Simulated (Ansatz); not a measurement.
AlSiGeN:
```
CELL_PARAMETERS angstrom
      1.77644     1.02563     6.07032
     -1.77644     1.02563     6.07032
      0.00000    -2.05126     6.07032
ATOMIC_POSITIONS crystal
  Al 0.97971 0.97971 0.97971
  N  0.87619 0.87619 0.87619
  Ge 0.51271 0.51271 0.51271
  Si 0.38136 0.38136 0.38136
```

Relaxed with r²SCAN. Special points in fractions of this cell's reciprocal vectors: Γ (0.000, 0.000, 0.000); T (0.500, 0.500, 0.500); H2 (0.814, 0.186, 0.500); H0 (0.500, -0.186, 0.186); L (0.500, 0.000, 0.000); S0 (0.343, -0.343, 0.000); S2 (0.657, 0.000, 0.343); F (0.500, 0.000, 0.500).

Question: List the band energies nearest the Fermi level at these points for r²SCAN (plane waves, PAW; program Ansatz).

Answer: In eV from the Fermi level; about four levels below and three above (degenerate sets whole), none deeper than 8.9 eV; points with the same levels are listed once.

```csv
k,below,above
Γ,-4.17 -4.17 -3.40 -2.24,1.92 1.92 3.66
T,-4.92 -4.17 -4.17 -1.36,1.60 1.60 1.96
H2,-5.82 -4.13 -3.62 -2.93,1.72 2.02 2.43
L,-5.28 -5.24 -4.47 -0.27,0.22 2.29 3.17
S0,-5.92 -4.05 -3.81 -2.94,1.64 2.18 2.81
F,-5.31 -4.14 -2.68 -0.88,0.01 1.02 3.21
```

Space group R3m. The start of the workflow was typed in or built on a structure type; neither database checked (COD, Materials Project) lists it. Its standing as an ambient phase is unchecked. The r²SCAN relaxation kept the symmetry of its start; its stability against distortions is not shown here. Its formation energy is positive at this level, so the cell may be metastable or incomplete. Spin–orbit coupling is left out wherever it is not named.

Potentials: the earlier of the program's two PAW sets.
